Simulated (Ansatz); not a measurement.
# How far is PAW off for Au?

```
CELL_PARAMETERS angstrom
2.93816 0.00000 0.00000
-1.46908 2.54452 0.00000
0.00000 0.00000 4.94422
ATOMIC_POSITIONS crystal
Au 0.33333 0.66667 0.75000
Au 0.66667 0.33333 0.25000
```

Atoms are numbered in the order listed.

The geometry is COD entry 1545302, unchecked; take it as a test cell. The listed cell was then made from it by scaling, straining or moving an atom.

Spin–orbit coupling is left out, though it moves levels of the heavy atoms by tenths of an eV or more.

All numbers are computed: DFT, LDA, PAW with Ansatz's default frozen-core files, scalar-relativistic (Ansatz 0.2.0); DFT, LDA, all-electron LAPW, scalar-relativistic (Ansatz 0.2.0).

For PAW: a Γ-centred 14×14×8 k mesh, Fermi–Dirac smearing of 0.03 eV, cutoff 420 eV, no spin polarisation; the PAW files were made with PBE, and the program remakes their frozen cores for this functional. LAPW targets a basis error of 0.25 meV/atom. The Ansatz runs share mesh, smearing and spin set-up. Plane-wave (PAW) pressures include the program's estimate of the Pulay term.

Stress and pressure are positive in compression.

The change that made this cell: volume scaled by 1.04.

PAW results:

```tsv
quantity	PAW
pressure (GPa)	-15.01
stress xx (GPa)	-15.20
stress zz (GPa)	-14.62
```

**Question.** What does full-potential LAPW give for the same quantities?

**Answer.** 
```
       quantity    LAPW
 pressure (GPa)  -15.01
stress xx (GPa)  -15.21
stress zz (GPa)  -14.61
```
